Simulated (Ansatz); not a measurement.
**Relaxing a structure of TaAs**

The start is a generated trial cell of TaAs in the WC structure type. The structure is fully relaxed (lattice and positions, P = 0) with PBEsol (plane waves to 420 eV, PAW, scalar-relativistic; Ansatz, a quantum-chemistry and plane-wave program). First-step values are on the input's coarse k-mesh.

Ansatz input (later rounds restart from its end on a renewed k-mesh):
Ansatz 0.2 input:
```yaml
crystal:
  lattice:
    - [3.539711, 0, 0]
    - [-1.7698555, 3.0654797, 0]
    - [0, 0, 3.454583]
  atoms:
    - { symbol: Ta, position: [0, 0, 0] }
    - { symbol: As, position: [0.66666667, 0.33333333, 0.5] }
basis: { ecutwfc: 420, ecutrho_ratio: 4, xc_grid: 2, fft_grid_basis: typed }
kpoints: { mp_grid: { grid: [8, 8, 7] } }
hamiltonian:
  xc: pbesol
  dispersion: none
  pseudopotentials: { kind: paw }
scf: { occupations: { method: fermi_dirac, width: 0.05 } }
relax: { f_tol: 0.01, max_steps: 100, cell: { stress_tol: 0.02 } }
output: { forces: true, stress: true }
```

### Question
What pressure does the first self-consistent step give?

### Answer
-14 GPa (negative: the cell is under tension).

### Question
How does the volume change?

### Answer
-9.3 %, from 18.74 to 17.00 Å³/atom.

### Question
How do the shortest distances between atoms change?

### Answer
The closest pairs of elements (up to four, under 3.6 Å), start → end: As–Ta 2.68 → 2.60 Å; As–As 3.45 → 3.37 Å; Ta–Ta 3.45 → 3.37 Å.

### Question
Is the relaxed structure metallic? Give its gap.

### Answer
Zero (metallic).

### Question
Write out the relaxed structure.

### Answer

```cif
data_AsTa
_chemical_formula_sum 'Ta1 As1'
_space_group_name_H-M_alt 'P-6m2'
_space_group_IT_number 187
_space_group_name_Hall 'P -6 2'
_cell_length_a 3.37040
_cell_length_b 3.37040
_cell_length_c 3.45660
_cell_angle_alpha 90.000
_cell_angle_beta 90.000
_cell_angle_gamma 120.000
loop_
_atom_site_label
_atom_site_type_symbol
_atom_site_symmetry_multiplicity
_atom_site_Wyckoff_symbol
_atom_site_fract_x
_atom_site_fract_y
_atom_site_fract_z
_atom_site_occupancy
Ta1 Ta 1 a 0.00000 0.00000 0.00000 1
As1 As 1 f 0.66667 0.33333 0.50000 1
```

The space group stays P-6m2 (No. 187) (the run could not lower it); the end is AFLOW prototype AB_hP2_187_d_a (B_h, as in WC), with 2 atoms in the primitive cell. Final values are on a 16×16×13 k-mesh of the relaxed cell. No spin polarisation in the result.

The run could not lose the symmetry of its start: the end is stationary, and may be a saddle point rather than a minimum.

All atoms sit on sites fixed by symmetry, so only the cell could relax.

The relaxed structure here is a generated cell of TaAs: the first start was made by placing the elements on the sites of a structure type, and the end was not matched to a known phase here, so it may be hypothetical. Known forms of TaAs include space group No. 109.
